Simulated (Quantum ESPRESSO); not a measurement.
**Band energies of K$_{2}$PtC$_{2}$**

```xyz
5
Lattice="5.1383 0.0000 0.0000 -2.5692 4.4499 0.0000 0.0000 0.0000 5.1945" Properties=species:S:1:pos:R:3 pbc="T T T"
C      0.0000     0.0000     4.5602
C      0.0000     0.0000     0.6343
K      0.0000     2.9666     4.0426
K      2.5692     1.4833     1.1519
Pt     0.0000     0.0000     2.5973
```

norm-conserving PBEsol (Quantum ESPRESSO, 84 Ry, with spin-orbit coupling); path ΓMKΓALHA,LM,KH; energies in eV from the valence-band maximum.

```
k (1/Å)  point  band 44  band 45  band 46  band 47  band 48  band 49  band 50  band 51
-------  -----  -------  -------  -------  -------  -------  -------  -------  -------
0.00         Γ    -1.26     3.39     3.39     3.84     3.84     4.64     4.64     5.01
0.47              -1.23     2.14     2.14     3.40     3.40     4.08     4.08     5.15
0.71         M    -1.21     1.83     1.83     3.29     3.29     3.91     3.91     5.00
1.11         K    -1.25     2.24     2.24     2.32     2.32     4.61     4.61     4.85
1.52              -1.24     2.35     2.35     3.34     3.34     4.30     4.30     5.21
1.93         Γ    -1.26     3.39     3.39     3.84     3.84     4.64     4.64     5.01
2.13              -1.26     3.21     3.21     3.59     3.59     3.95     3.95     4.21
2.53         A     0.00     1.60     1.60     1.94     1.94     3.06     3.06     4.87
3.06              -0.03     0.78     0.78     1.95     1.95     3.98     3.98     4.69
3.24         L    -0.04     0.59     0.59     1.97     1.97     4.19     4.19     4.41
3.44              -0.05     0.75     0.75     1.69     1.69     4.29     4.29     4.34
3.65         H    -0.07     1.02     1.02     1.30     1.30     4.31     4.31     4.33
3.97              -0.04     0.99     0.99     1.76     1.76     3.91     3.91     4.83
4.30              -0.01     1.52     1.52     1.90     1.90     3.19     3.19     4.92
4.46         A     0.00     1.60     1.60     1.94     1.94     3.06     3.06     4.87
4.46         L    -0.04     0.59     0.59     1.97     1.97     4.19     4.19     4.41
4.61              -0.50     1.08     1.08     2.36     2.36     3.91     3.91     4.30
4.92              -1.21     1.81     1.81     3.34     3.34     3.67     3.67     4.70
5.07         M    -1.21     1.83     1.83     3.29     3.29     3.91     3.91     5.00
5.07         K    -1.25     2.24     2.24     2.32     2.32     4.61     4.61     4.85
5.22              -1.24     2.20     2.20     2.32     2.32     4.29     4.29     4.48
5.67         H    -0.07     1.02     1.02     1.30     1.30     4.31     4.31     4.33
```

The PBEsol gap is indirect, 0.59 eV, from A to L; the smallest direct gap is 0.63 eV.

Geometry of the Materials Project entry, not relaxed at this level.

The structure is a Materials Project entry; no match was found in the copy of COD used, and its stability was not checked.
